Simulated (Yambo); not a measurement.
Yambo run on TaAgO₃ (space group R-3c, No. 167). The wavefunctions are norm-conserving PBEsol (Quantum ESPRESSO, 84 Ry, without SOC) ones on a 2×2×2 mesh (50 occupied bands); a = 5.6510 Å, b = 5.6510 Å, c = 5.6510 Å, α = 59.12°, β = 59.12°, γ = 59.12°.

Yambo input:

```
rim_cut
gw0
dyson
el_el_corr
HF_and_locXC
ppa
em1d
RandQpts= 1000000
RandGvec= 1 Ry
EXXRLvcs= 84 Ry
VXCRLvcs= 336 Ry
Chimod= "HARTREE"
% BndsRnXp
 11 | 111 |
%
NGsBlkXp= 7 Ry
% LongDrXp
 1.0 | 1.0 | 1.0 |
%
PPAPntXp= 27.2114 eV
% GbndRnge
 1 | 207 |
%
GTermKind= "BG"
DysSolver= "n"
ExtendOut
% QPkrange
 2 | 2 | 50 | 50 |
 3 | 3 | 50 | 51 |
%
```

k points by index: 2 = L, 3 = F.

Table of the .qp output:

```
#    K-point    Band    Eo [eV]    E [eV]    E-Eo [eV]    Vxc [eV]    Vnlxc [eV]    Sc|Eo [eV]    Sc|E [eV]    dSc/dw|Eo [eV]    Re(Z)    Im(Z)
#
    2    50    0.000000    -0.548439    -0.548439    -23.09400    -28.80904    5.011822    5.166606    -7.677863    0.779934    -0.001309
    3    50    -0.018774    -0.600473    -0.581699    -23.30213    -29.10703    5.059016    5.223194    -7.678234    0.779926    -0.001322
    3    51    1.938694    3.217983    1.279290    -15.04955    -9.118816    -4.365175    -4.651447    -6.088625    0.817157    -0.001180
```
(The two width columns are left out.) Convergence of these settings isn't established.

Geometry of the Materials Project entry, not relaxed at this level.

The structure is a Materials Project entry; no match was found in the copy of COD used, and its stability was not checked.
